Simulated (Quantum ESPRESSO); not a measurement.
## Ga2InAlP4 (one run as intended and one with a planted mistake)

Simulated, not a measurement. The program is pw.x of Quantum ESPRESSO 7.5 (plane-wave density functional theory). The cell is made up: 8 atoms on a zincblende/diamond lattice, with randomly drawn elements, strain and displacements, not relaxed. PseudoDojo standard norm-conserving files (v0.5 for PBE, v0.4.1 for LDA and PBEsol) set the functional; there is no spin polarisation, spin-orbit coupling or dispersion term, and the masses in the input are unused placeholders.

Intended input:

```
&control calculation='scf', pseudo_dir='./dojo.nc.sr.pbe.v0_5.standard.upf', outdir='./o', disk_io='medium', tprnfor=.true., tstress=.true. /
&system ibrav=0, nat=8, ntyp=4, nbnd=37, ecutwfc=79.96652505, nosym=.true., tot_charge=0,
 occupations='smearing', smearing='fd', degauss=0.0018374661
/
&electrons conv_thr=7.350e-09, electron_maxstep=60, /
ATOMIC_SPECIES
Al 1.0 Al.upf
Ga 1.0 Ga.upf
In 1.0 In.upf
P 1.0 P.upf
CELL_PARAMETERS angstrom
5.831 -0.0242 -0.0852
-0.0242 5.7595 -0.0416
-0.0852 -0.0416 5.8302
ATOMIC_POSITIONS angstrom
Ga -0.0377 0.0117 -0.0293
In -0.2172 2.8766 2.895
Al 2.8397 -0.0908 2.8547
Ga 2.8661 2.8994 -0.0916
P 1.3217 1.4815 1.4684
P 1.4953 4.288 4.4116
P 4.3189 1.3909 4.3224
P 4.372 4.3216 1.2344
K_POINTS automatic
4 4 4 1 1 1
```

The log is shortened where brackets say so; the opening notice, blank lines, dates and the lines on written files are dropped, and the path of the files is cut. It prints rydbergs, bohrs and kilobars, and counts compression as positive stress.

Log of the intended run:

```
     Program PWSCF v.7.5
     Parallel version (MPI & OpenMP), running on       1 processor cores
     Number of MPI processes:                 1
     Threads/MPI process:                     1
     [start-up lines left out]
     bravais-lattice index     =            0
     lattice parameter (alat)  =      11.0203  a.u.
     unit-cell volume          =    1320.9452 (a.u.)^3
     number of atoms/cell      =            8
     number of atomic types    =            4
     number of electrons       =        62.00
     number of Kohn-Sham states=           37
     kinetic-energy cutoff     =      79.9665  Ry
     charge density cutoff     =     319.8661  Ry
     scf convergence threshold =      7.3E-09
     mixing beta               =       0.7000
     number of iterations used =            8  plain     mixing
     Exchange-correlation= PBE
                           (   1   4   3   4   0   0   0)
     [axes and pseudopotential details left out]
   Cartesian axes
     site n.     atom                  positions (alat units)
         1        Ga     tau(   1) = (  -0.0064647   0.0020063  -0.0050243  )
         2        In     tau(   2) = (  -0.0372449   0.4932719   0.4964270  )
         3        Al     tau(   3) = (   0.4869443  -0.0155701   0.4895165  )
         4        Ga     tau(   4) = (   0.4914713   0.4971815  -0.0157073  )
         5        P      tau(   5) = (   0.2266417   0.2540438   0.2517974  )
         6        P      tau(   6) = (   0.2564101   0.7352950   0.7564897  )
         7        P      tau(   7) = (   0.7405937   0.2385079   0.7411939  )
         8        P      tau(   8) = (   0.7496991   0.7410567   0.2116717  )
     number of k points=    32  Fermi-Dirac smearing, width (Ry)=  0.0018
                       cart. coord. in units 2pi/alat
        k(    1) = (   0.1274132   0.1280249   0.1278070), wk =   0.0625000
        k(    2) = (   0.1310756   0.1298469   0.3779367), wk =   0.0625000
     [further k points left out]
     Dense  grid:   127661 G-vectors     FFT dimensions: (  64,  64,  64)
     Estimated max dynamical RAM per process >     168.92 MB
     Initial potential from superposition of free atoms
     starting charge      61.9877, renormalised to      62.0000
     Starting wfcs are   47 randomized atomic wfcs
     total cpu time spent up to now is       13.9 secs
     per-process dynamical memory:    98.8 Mb
     Self-consistent Calculation
     iteration #  1     ecut=    79.97 Ry     beta= 0.70
     Davidson diagonalization with overlap
     ethr =  1.00E-02,  avg # of iterations =  4.0
     Threshold (ethr) on eigenvalues was too large:
     Diagonalizing with lowered threshold
     Davidson diagonalization with overlap
     ethr =  5.39E-04,  avg # of iterations =  2.0
     total cpu time spent up to now is       69.5 secs
     total energy              =    -498.89990099 Ry
     estimated scf accuracy    <       0.33801796 Ry
     iteration #  2     ecut=    79.97 Ry     beta= 0.70
     Davidson diagonalization with overlap
     ethr =  5.45E-04,  avg # of iterations =  2.4
     total cpu time spent up to now is       95.6 secs
     total energy              =    -498.98637466 Ry
     estimated scf accuracy    <       0.09873740 Ry
     [iterations 3 to 8 left out]
     iteration #  9     ecut=    79.97 Ry     beta= 0.70
     Davidson diagonalization with overlap
     ethr =  8.31E-10,  avg # of iterations =  3.2
     total cpu time spent up to now is      305.6 secs
     total energy              =    -499.00451936 Ry
     estimated scf accuracy    <       0.00000001 Ry
     iteration # 10     ecut=    79.97 Ry     beta= 0.70
     Davidson diagonalization with overlap
     ethr =  1.98E-11,  avg # of iterations =  5.0
     total cpu time spent up to now is      342.3 secs
     End of self-consistent calculation
     [lines on levels left out]
!    total energy              =    -499.00451936 Ry
     estimated scf accuracy    <          6.7E-09 Ry
     smearing contrib. (-TS)   =      -0.00000000 Ry
     internal energy E=F+TS    =    -499.00451936 Ry
     The total energy is F=E-TS. E is the sum of the following terms:
     one-electron contribution =    -251.43712504 Ry
     hartree contribution      =     165.44016919 Ry
     xc contribution           =    -142.07977659 Ry
     ewald contribution        =    -270.92778693 Ry
     convergence has been achieved in  10 iterations
     Forces acting on atoms (cartesian axes, Ry/au):
     atom    1 type  2   force =     0.02699156    0.00889146    0.00447747
     atom    2 type  3   force =     0.03885947    0.01639826    0.01337574
     atom    3 type  1   force =     0.00603114    0.01935981   -0.00428155
     atom    4 type  2   force =     0.01152001   -0.02704050    0.02116781
     atom    5 type  4   force =     0.04788945   -0.03812786   -0.02692360
     atom    6 type  4   force =    -0.03128446    0.02722452   -0.02759602
     atom    7 type  4   force =    -0.05178248   -0.03322014    0.01437197
     atom    8 type  4   force =    -0.04822469    0.02651445    0.00540819
     Total force =     0.136125     Total SCF correction =     0.000224
     Computing stress (Cartesian axis) and pressure
          total   stress  (Ry/bohr**3)                   (kbar)     P=      -49.71
  -0.00037335  -0.00000800   0.00007577          -54.92       -1.18       11.15
  -0.00000800  -0.00030257  -0.00005561           -1.18      -44.51       -8.18
   0.00007577  -0.00005561  -0.00033788           11.15       -8.18      -49.70
     init_run     :     12.63s CPU     13.78s WALL (       1 calls)
     electrons    :    305.99s CPU    328.45s WALL (       1 calls)
     forces       :      4.00s CPU      4.07s WALL (       1 calls)
     stress       :     14.85s CPU     15.58s WALL (       1 calls)
     [timing details left out]
     PWSCF        :   5m37.68s CPU   6m 2.53s WALL
     JOB DONE.
```

A second run has one planted mistake: the files are those of another functional. The input lines that differ, file-writing options aside:

```
- &control calculation='scf', pseudo_dir='./dojo.nc.sr.pbe.v0_5.standard.upf', outdir='./o', disk_io='medium', tprnfor=.true., tstress=.true. /
+ &control calculation='scf', pseudo_dir='./dojo.nc.sr.pbesol.v0_4_1.standard.upf', outdir='./o', disk_io='medium', tprnfor=.true., tstress=.true. /
```

Its log:

```
     Program PWSCF v.7.5
     Parallel version (MPI & OpenMP), running on       1 processor cores
     Number of MPI processes:                 1
     Threads/MPI process:                     1
     [start-up lines left out]
     bravais-lattice index     =            0
     lattice parameter (alat)  =      11.0203  a.u.
     unit-cell volume          =    1320.9452 (a.u.)^3
     number of atoms/cell      =            8
     number of atomic types    =            4
     number of electrons       =        62.00
     number of Kohn-Sham states=           37
     kinetic-energy cutoff     =      79.9665  Ry
     charge density cutoff     =     319.8661  Ry
     scf convergence threshold =      7.3E-09
     mixing beta               =       0.7000
     number of iterations used =            8  plain     mixing
     Exchange-correlation= PBESOL
                           (   1   4  10   8   0   0   0)
     [axes and pseudopotential details left out]
   Cartesian axes
     site n.     atom                  positions (alat units)
         1        Ga     tau(   1) = (  -0.0064647   0.0020063  -0.0050243  )
         2        In     tau(   2) = (  -0.0372449   0.4932719   0.4964270  )
         3        Al     tau(   3) = (   0.4869443  -0.0155701   0.4895165  )
         4        Ga     tau(   4) = (   0.4914713   0.4971815  -0.0157073  )
         5        P      tau(   5) = (   0.2266417   0.2540438   0.2517974  )
         6        P      tau(   6) = (   0.2564101   0.7352950   0.7564897  )
         7        P      tau(   7) = (   0.7405937   0.2385079   0.7411939  )
         8        P      tau(   8) = (   0.7496991   0.7410567   0.2116717  )
     number of k points=    32  Fermi-Dirac smearing, width (Ry)=  0.0018
                       cart. coord. in units 2pi/alat
        k(    1) = (   0.1274132   0.1280249   0.1278070), wk =   0.0625000
        k(    2) = (   0.1310756   0.1298469   0.3779367), wk =   0.0625000
     [further k points left out]
     Dense  grid:   127661 G-vectors     FFT dimensions: (  64,  64,  64)
     Estimated max dynamical RAM per process >     168.92 MB
     Initial potential from superposition of free atoms
     starting charge      61.9887, renormalised to      62.0000
     Starting wfcs are   47 randomized atomic wfcs
     total cpu time spent up to now is       15.5 secs
     per-process dynamical memory:    98.8 Mb
     Self-consistent Calculation
     iteration #  1     ecut=    79.97 Ry     beta= 0.70
     Davidson diagonalization with overlap
     ethr =  1.00E-02,  avg # of iterations =  4.0
     Threshold (ethr) on eigenvalues was too large:
     Diagonalizing with lowered threshold
     Davidson diagonalization with overlap
     ethr =  4.88E-04,  avg # of iterations =  2.0
     total cpu time spent up to now is       72.8 secs
     total energy              =    -498.05206694 Ry
     estimated scf accuracy    <       0.30750699 Ry
     iteration #  2     ecut=    79.97 Ry     beta= 0.70
     Davidson diagonalization with overlap
     ethr =  4.96E-04,  avg # of iterations =  2.4
     total cpu time spent up to now is      101.2 secs
     total energy              =    -498.12882488 Ry
     estimated scf accuracy    <       0.09053112 Ry
     [iterations 3 to 8 left out]
     iteration #  9     ecut=    79.97 Ry     beta= 0.70
     Davidson diagonalization with overlap
     ethr =  6.76E-10,  avg # of iterations =  2.6
     total cpu time spent up to now is      325.4 secs
     total energy              =    -498.14572519 Ry
     estimated scf accuracy    <          9.8E-09 Ry
     iteration # 10     ecut=    79.97 Ry     beta= 0.70
     Davidson diagonalization with overlap
     ethr =  1.58E-11,  avg # of iterations =  5.1
     total cpu time spent up to now is      361.6 secs
     End of self-consistent calculation
     [lines on levels left out]
!    total energy              =    -498.14572519 Ry
     estimated scf accuracy    <          5.8E-09 Ry
     smearing contrib. (-TS)   =      -0.00000000 Ry
     internal energy E=F+TS    =    -498.14572519 Ry
     The total energy is F=E-TS. E is the sum of the following terms:
     one-electron contribution =    -251.90354874 Ry
     hartree contribution      =     165.21662557 Ry
     xc contribution           =    -140.53101509 Ry
     ewald contribution        =    -270.92778693 Ry
     convergence has been achieved in  10 iterations
     Forces acting on atoms (cartesian axes, Ry/au):
     atom    1 type  2   force =     0.02612087    0.00901013    0.00485083
     atom    2 type  3   force =     0.03824964    0.01554294    0.01261937
     atom    3 type  1   force =     0.00606353    0.01902253   -0.00429133
     atom    4 type  2   force =     0.01143723   -0.02518485    0.02031435
     atom    5 type  4   force =     0.04422627   -0.03577560   -0.02737591
     atom    6 type  4   force =    -0.03193791    0.02429113   -0.02499169
     atom    7 type  4   force =    -0.04864592   -0.03072225    0.01489894
     atom    8 type  4   force =    -0.04551372    0.02381595    0.00397545
     Total force =     0.129044     Total SCF correction =     0.000170
     Computing stress (Cartesian axis) and pressure
          total   stress  (Ry/bohr**3)                   (kbar)     P=      -71.22
  -0.00051892  -0.00000660   0.00007295          -76.34       -0.97       10.73
  -0.00000660  -0.00044912  -0.00004968           -0.97      -66.07       -7.31
   0.00007295  -0.00004968  -0.00048434           10.73       -7.31      -71.25
     init_run     :     14.00s CPU     15.38s WALL (       1 calls)
     electrons    :    316.01s CPU    346.13s WALL (       1 calls)
     forces       :      4.20s CPU      4.28s WALL (       1 calls)
     stress       :     15.54s CPU     16.30s WALL (       1 calls)
     [timing details left out]
     PWSCF        :   5m49.95s CPU   6m23.50s WALL
     JOB DONE.
```

|  | intended run | run with the mistake |
| --- | --- | --- |
| free energy (eV) | -6789.302 | -6777.618 |
| smearing term -TS (eV) | 0.0000 | 0.0000 |
| pressure (GPa) | -4.97 | -7.12 |
| largest force component (eV/Å) | 1.331 | 1.251 |
| largest change of a force component (eV/Å) |  | 0.094 |
| iterations | 10 | 10 |

For scale, a rerun of the intended cell at 1377 eV and a 6 x 6 x 6 mesh moved values by no more than 0.009 eV in energy, 0.02 GPa in stress and 0.002 eV/Å in force. Files of another functional have another zero of energy, so the energy change says nothing on stability.